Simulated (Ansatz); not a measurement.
Input file for Ansatz (an electronic-structure program):

Ansatz 0.2 input:
```yaml
crystal:
  lattice:
    - [6.959811644, 0.0, 0.0]
    - [0.0, 6.959811644, 0.0]
    - [0.0, 0.0, 6.959811644]
  atoms:
    - { symbol: Ga, position: [0.3427096531, 0.3427096531, 0.3427096531] }
    - { symbol: Ga, position: [0.6572903469, 0.6572903469, 0.6572903469] }
    - { symbol: Ga, position: [0.1572903469, 0.6572903469, 0.8427096531] }
    - { symbol: Ga, position: [0.8427096531, 0.3427096531, 0.1572903469] }
    - { symbol: Ga, position: [0.8427096531, 0.1572903469, 0.6572903469] }
    - { symbol: Ga, position: [0.1572903469, 0.8427096531, 0.3427096531] }
    - { symbol: Ga, position: [0.6572903469, 0.8427096531, 0.1572903469] }
    - { symbol: Ga, position: [0.3427096531, 0.1572903469, 0.8427096531] }
    - { symbol: As, position: [0.1425945501, 0.1425945501, 0.1425945501] }
    - { symbol: As, position: [0.8574054499, 0.8574054499, 0.8574054499] }
    - { symbol: As, position: [0.3574054499, 0.8574054499, 0.6425945501] }
    - { symbol: As, position: [0.6425945501, 0.1425945501, 0.3574054499] }
    - { symbol: As, position: [0.6425945501, 0.3574054499, 0.8574054499] }
    - { symbol: As, position: [0.3574054499, 0.6425945501, 0.1425945501] }
    - { symbol: As, position: [0.8574054499, 0.6425945501, 0.3574054499] }
    - { symbol: As, position: [0.1425945501, 0.3574054499, 0.6425945501] }
kpoints:
  mp_grid: { grid: [5, 5, 5] }
  band_path:
    path:
      - [[0.0, 0.0, 0.0], [0.0, 0.5, 0.0], [0.5, 0.5, 0.0], [0.0, 0.0, 0.0], [0.5, 0.5, 0.5], [0.0, 0.5, 0.0]]  # Γ-X-M-Γ-R-X
      - [[0.5, 0.5, 0.5], [0.5, 0.5, 0.0], [0.5, 0.0, 0.0]]  # R-M-X_1
    npoints: 10
hamiltonian:
  xc: r2scan
  pseudopotentials: { azcp: { folder: ./paw }, kind: paw_fr }
magnetization: { noncollinear: true, spin_orbit: true }
scf:
  n_extra_bands: 32
  convergence: { dr2_threshold: 0.0000000001 }
  occupations: { method: gaussian, width: 0.05 }
output: { eigenvalues: true }
```

Output (shortened):

```
Pseudopotentials: kind: paw_fr
Pseudopotential: Ga, paw, valence charge 13
Pseudopotential: As, paw, valence charge 15
Functional definition: r2SCAN
non-collinear run that drives no moment, with spin-orbit …
Crystal: 16 atoms, lattice volume = 337.126 Å³
Basis set: ecut = 500 eV, 8601 PW (Γ), exchange–correlation on 216×216×216 points (64 copies of the dense FFT grid, shifted against one another)
Bands: 256, of which v1, the nominal top of the filled ones, is band 224 counted from 1 (223 counted from 0)
Symmetry: 24 space group operations + 24 with time reversal
k-points: 11 of 125
Projection manifold: j_resolved (fully-relativistic pseudo-atomic orbitals)
PAW frozen core: Ga, regenerated for the run's functional
PAW frozen core: As, regenerated for the run's functional
Initial density: superposition of atomic densities (chi_scale 0.1, normalization cell, long waves kept (reshape's long-wave potential 0.00 eV rms))
Initial wavefunctions: pseudopotential atomic-orbital guess
Eigensolver: davidson
Functional: x = r2scan, c = r2scan; τ floored in thin density (d = 2e-4 eV/Å³)
all-band conjugate gradients solve this SCF's bands
spin=Noncollinear: Kerker preconditioning applied to the charge; magnetization (m_x, m_y, m_z) channels mix plain (no charge-response kernel on spin).
SCF 1 converged in 14 iterations: F = -69199.717568 eV  dr2 = 3.33e-11
pass on a band path, mesh or list of k-points …
SCF converged after 14 iterations
Magnetization: |M| = 0.0000 μB,  M = (+0.0000, +0.0000, +0.0000) μB
Absolute magnetization: 0.0000 μB (∫|m|)
  site 0: m = (+0.0000, +0.0000, +0.0000) μB, |m| = 0.0000 μB  (R = 1.00 Å)
  site 1: m = (+0.0000, +0.0000, +0.0000) μB, |m| = 0.0000 μB  (R = 1.00 Å)
  site 2: m = (+0.0000, +0.0000, +0.0000) μB, |m| = 0.0000 μB  (R = 1.00 Å)
  site 3: m = (+0.0000, +0.0000, +0.0000) μB, |m| = 0.0000 μB  (R = 1.00 Å)
  site 4: m = (+0.0000, +0.0000, +0.0000) μB, |m| = 0.0000 μB  (R = 1.00 Å)
  site 5: m = (+0.0000, +0.0000, +0.0000) μB, |m| = 0.0000 μB  (R = 1.00 Å)
  site 6: m = (+0.0000, +0.0000, +0.0000) μB, |m| = 0.0000 μB  (R = 1.00 Å)
  site 7: m = (+0.0000, +0.0000, +0.0000) μB, |m| = 0.0000 μB  (R = 1.00 Å)
  site 8: m = (+0.0000, +0.0000, +0.0000) μB, |m| = 0.0000 μB  (R = 1.00 Å)
  site 9: m = (+0.0000, +0.0000, +0.0000) μB, |m| = 0.0000 μB  (R = 1.00 Å)
  site 10: m = (+0.0000, +0.0000, +0.0000) μB, |m| = 0.0000 μB  (R = 1.00 Å)
  site 11: m = (+0.0000, +0.0000, +0.0000) μB, |m| = 0.0000 μB  (R = 1.00 Å)
  site 12: m = (+0.0000, +0.0000, +0.0000) μB, |m| = 0.0000 μB  (R = 1.00 Å)
  site 13: m = (+0.0000, +0.0000, +0.0000) μB, |m| = 0.0000 μB  (R = 1.00 Å)
  site 14: m = (+0.0000, +0.0000, +0.0000) μB, |m| = 0.0000 μB  (R = 1.00 Å)
  site 15: m = (+0.0000, +0.0000, +0.0000) μB, |m| = 0.0000 μB  (R = 1.00 Å)
Free energy (F): -69199.717568 eV
Harris-Foulkes:  -69199.717568 eV  (|F-HF|=1.46e-11)
Internal energy: -69199.717116 eV  (E = F + TS)
E sigma→0 (E₀):  -69199.717342 eV
Entropy (-TS):   -0.000451 eV (-0.028 meV/atom)
Fermi energy:    8.992661 eV
--- Per-component energies (eV) ---
  E_band       = -2505.998793
  E_kinetic    = 1668.825298
  E_local      = -27402.371622  (includes V_loc(G=0)·N_el)
  E_nonlocal   = -3873.103179
  E_hartree    = 16244.267269
  E_xc         = -987.915028
  E_vxc        = -1085.831305  (∫ρ·V_xc dr)
  E_paw        = -32204.533899  (= ΣΔE_a)
  E_vpaw       = -4358.551090  (= ΣTr[D̂ρ^β])
  E_aug_tail   = 0.000418  (compensation charges beyond the density's cutoff)
  E_vtau       = 56.498057  (kinetic-family band-sum trace: ∫τ·v_τ [+ j·A + Jᵃ·Aᵃ] dr)
  E_ewald      = -22628.252919
  E_core_change = -16.633454  (= ΣΔE_core)
  E_smearing   = -0.000451  (= −TS)
  E_closure    =  0.000000  (closes the sum)
  Σ components = -69199.717568   (vs F -69199.717568, Δ=0.00e0)
--- Band table (eV; the first three rows and the last of 11) ---
  k-point 0: bands = ["-27.6979", "-27.6979", "-27.6979", "-27.6979", "-27.6979", "-27.6979", "-27.6979", "-27.6979", "-27.6974", "-27.6974", "-27.6974", "-27.6974", "-27.6972", "-27.6972", "-27.6972", "-27.6972", "-27.6779", "-27.6779", "-27.6779", …
  k-point 1: bands = ["-27.6979", "-27.6979", "-27.6979", "-27.6979", "-27.6979", "-27.6979", "-27.6978", "-27.6978", "-27.6974", "-27.6974", "-27.6974", "-27.6974", "-27.6972", "-27.6972", "-27.6972", "-27.6972", "-27.6779", "-27.6779", "-27.6779", …
  k-point 2: bands = ["-27.6979", "-27.6979", "-27.6979", "-27.6979", "-27.6978", "-27.6978", "-27.6978", "-27.6978", "-27.6974", "-27.6974", "-27.6974", "-27.6974", "-27.6973", "-27.6973", "-27.6972", "-27.6972", "-27.6779", "-27.6779", "-27.6779", …
  k-point 10: bands = ["-27.6978", "-27.6978", "-27.6977", "-27.6977", "-27.6977", "-27.6977", "-27.6976", "-27.6976", "-27.6975", "-27.6975", "-27.6975", "-27.6975", "-27.6974", "-27.6974", "-27.6974", "-27.6974", "-27.6778", "-27.6778", "-27.6778", …
  band table: 256 of 256 bands, residual norms ≤ 1.0e-3 eV
```

Cost: very roughly 30 core-minutes on shared cores.

Space group Pa-3. The workflow started from a Materials Project entry (that database holds measured and hypothetical structures alike); the Crystallography Open Database copy checked does not list it. It is not the phase usual at ambient conditions (space group No. 216). Symmetry was held in the r²SCAN relaxation; its stability against distortions is not shown here.

Potentials: the earlier of the program's two PAW sets.

Ansatz is a plane-wave DFT program.
